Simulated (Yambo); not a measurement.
```
SnS2
1.0
    3.66902     0.00000     0.00000
   -1.83451     3.17746     0.00000
    0.00000     0.00000    27.30000
S Sn
4 2
Direct
  0.66667   0.33333   0.83958
  0.33333   0.66667   0.94795
  0.66667   0.33333   0.05205
  0.33333   0.66667   0.16042
  0.00000   0.00000   0.89382
  0.00000   0.00000   0.10618
```

Response from Yambo on PBE (stringent potentials; pw.x of Quantum ESPRESSO, ONCV potentials, no spin-orbit coupling) bands: 18×18×1 mesh, 93 bands, 2 Ry local-field block, 0.2 eV broadening.

Problem. Give the static in-plane polarisability without and with local fields.

Solution. 
```json
[
 {"field along": "x", "α(0), independent particles (Å)": "7.49", "α(0), RPA with local fields (Å)": "6.61", "screening length 2πα (Å)": "41.5"}
]
```
Electronic (clamped-ion) response only. PBE gaps are usually too small, which raises these values. Convergence of the RPA response with its 18×18×1 mesh was not tested.

Geometry relaxed with PBE+D3(BJ).
